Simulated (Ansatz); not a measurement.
## PdS₂Br₄: reading a single point

```xyz
7
Lattice="7.0824 0.0000 0.0000 0.0000 7.0824 0.0000 0.0000 0.0000 4.1190" Properties=species:S:1:pos:R:3 pbc="T T T"
Br    1.6518    1.6518    0.0000
Br    5.4306    1.6518    0.0000
Br    5.4306    5.4306    0.0000
Br    1.6518    5.4306    0.0000
Pd    0.0000    0.0000    0.0000
S     3.5412    0.0000    2.0595
S     0.0000    3.5412    2.0595
```

Method: PBE, spin-orbit coupling; PAW, plane waves to 420 eV, 3×3×5 (shifted by 0.5, 0.5, 0.5 steps) mesh, fermi-dirac occupations (width 0.0213 eV) (Ansatz 0.2.0), atoms fixed.

Magnetic state (reached from a saved solution, and it need not be the lowest): S6 along (0.00, 0.00, 1.00), S7 along (0.00, 0.00, 1.00).

(1) Give the spin moments.

(2) Give the Bader charges.

(3) Is there a gap?

(4) What does the stress say?

Origin: a known structure type with other elements, at an estimated volume, so it need not be a known compound. Caveats: the k mesh is coarse if the cell is a metal; the SCF threshold is loose for a stress.

Answers

(1) S6 0.64, S7 0.64 μB of spin moment in Bader basins; net size 1.74 μB a cell.

(2) Bader charges in e: Pd +0.45, S -0.05, Br -0.09. In the mean Pd gives up most and Br takes most.

(3) It is a metal, with about 7.2 states/eV a cell as the mean within 0.25 eV of the Fermi level, mostly S p (60 %) and Br p (35 %).

(4) The pressure is 0.6 GPa (compression positive), so with the atoms held at these fractions the cell would first expand; the forces are large, so a full relaxation may end otherwise. The principal stresses -3.2, 2.5, 2.5 GPa differ, so its shape would change too.
